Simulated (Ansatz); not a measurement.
An elastic tensor (GPa, Voigt order, standard axes) from PBEsol (plane waves, PAW; program Ansatz):

```
 196  81.8  70.0  -8.4   0.0   0.0
81.8   196  70.0   8.4   0.0   0.0
70.0  70.0   232   0.0   0.0   0.0
-8.4   8.4   0.0  67.3   0.0   0.0
 0.0   0.0   0.0   0.0  67.3  -8.4
 0.0   0.0   0.0   0.0  -8.4  57.2
```

Which compound is it?
A) B4C, R-3m (B on 18h, B on 18h, C on 6c, C on 3b)
B) CuPt, R-3m (Cu on 3a, Pt on 3b)
C) Co3Sn2S2, R-3m (Co on 9d, Sn on 3b, Sn on 3a, S on 6c)
D) AlRu, R-3m (Al on 3a, Ru on 3b)

C, Co3Sn2S2, R-3m (Co on 9d, Sn on 3b, Sn on 3a, S on 6c)

The workflow started from a Materials Project entry (that database holds measured and hypothetical structures alike); the Crystallography Open Database files this formula in space group No. 166, but the cells were not matched. Its standing as an ambient phase is unchecked. Symmetry was held in the PBEsol relaxation; whether a distortion lowers the energy is not shown. The final state is ferromagnetic, the only order run, not a proven ground state. No Hubbard U is applied. As this level gives no gap, shear constants depend on the k-mesh and smearing (Fermi–Dirac, 0.1 eV here). Spin–orbit coupling is left out wherever it is not named.

Potentials: the later of the program's two PAW sets.
